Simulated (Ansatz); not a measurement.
Lu (hcp, Mg type)

```
CELL_PARAMETERS angstrom
      3.50708     0.00000     0.00000
     -1.75354     3.03722     0.00000
      0.00000     0.00000     5.46208
ATOMIC_POSITIONS crystal
  Lu 0.33333 0.66667 0.75000
  Lu 0.66667 0.33333 0.25000
```

E(V) scan at fixed shape, V₀ the volume above. Symmetry pins the atoms to their sites.

Computed with PBE (plane waves to 420 eV, PAW, scalar-relativistic; Ansatz, a quantum-chemistry and plane-wave program). k mesh 15×15×9 (Γ-centred), Fermi-Dirac smearing 0.05 eV. Energies are smeared free energies. Compression counts positive. With the shape held, the modulus is that of even scaling; a crystal free to change shape is softer. Lu is run without spin polarisation. Lu was relaxed with its symmetry unable to fall. ΔE is measured from the relaxed starting cell.

The scan covers V/V₀ from 0.900 to 1.100 in 9 points.

**Question.** What is the fitted pressure derivative B₀′?

**Answer.** 3.5.

**Question.** What bulk modulus at fixed cell shape B₀ follows from a third-order Birch-Murnaghan fit?

**Answer.** 46.7 GPa.

(Under strain, the slope of the energy per volume gives the stress and its curvature an elastic modulus.)
